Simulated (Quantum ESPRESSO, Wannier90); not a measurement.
# Tight-binding from DFT: TiTe$_{2}$ (P-3m1)

```xyz
3
Lattice="3.8242 0.0000 0.0000 -1.9121 3.3119 0.0000 0.0000 0.0000 6.7183" Properties=species:S:1:pos:R:3 pbc="T T T"
Ti     0.0000     0.0000     0.0000
Te    -1.9121     1.1040    -1.6807
Te     1.9121    -1.1040     1.6807
```

Materials Project entry mp-1907; symmetrised, unrelaxed at this level. COD (Crystallography Open Database) has an entry of this formula and space group (matched by these alone). Computed values, not measurements, from LDA: Quantum ESPRESSO (norm-conserving PseudoDojo potentials, cutoff 68 Ry, no spin polarisation, no spin-orbit coupling) on a Γ-centred 12×12×4 mesh, then Wannier90. Density: 12×12×6 mesh, cold smearing 0.01 Ry. The cell is built of weakly bound layers, chains or molecules, whose nearest atoms lie 4.02 Å apart. Database cells relaxed without dispersion often hold them too far apart, which can enlarge gaps and weakens couplings between them; spacing and stacking were not compared with the measured crystal. Spin-orbit coupling is left out although heavy elements are present.

Bands 17-25 form an isolated set from -4.87 to 1.59 eV relative to the Fermi level (on the path) and are turned into 9 Wannier functions by minimising the spread from the start: SCDM (isolated).

Centres (Cartesian, Å; one of the equivalent choices) and spreads:

| n | x | y | z | spread (Å²) | nearest atom |
|---|---|---|---|---|---|
| 1 | 0.000 | 0.000 | 0.000 | 1.907 | Ti1 |
| 2 | 0.000 | 0.000 | 0.000 | 2.021 | Ti1 |
| 3 | 0.000 | 0.000 | 0.000 | 1.906 | Ti1 |
| 4 | -1.654 | -0.955 | 1.444 | 3.313 | Te3 |
| 5 | -1.655 | 0.954 | -1.445 | 3.312 | Te2 |
| 6 | -0.001 | -1.910 | -1.443 | 3.312 | Te2 |
| 7 | -0.001 | 1.910 | 1.446 | 3.312 | Te3 |
| 8 | -2.169 | 0.955 | -1.448 | 3.312 | Te2 |
| 9 | -0.257 | 2.356 | 1.448 | 3.312 | Te3 |

Ω_I = 24.12 Å², Ω_total = 25.71 Å²; the interpolated bands follow pw.x to 0.8 meV rms on the path. Only this start was tried; a symmetric start can stop on a saddle, and mixtures of these functions could lower the total by at most Ω_total − Ω_I.
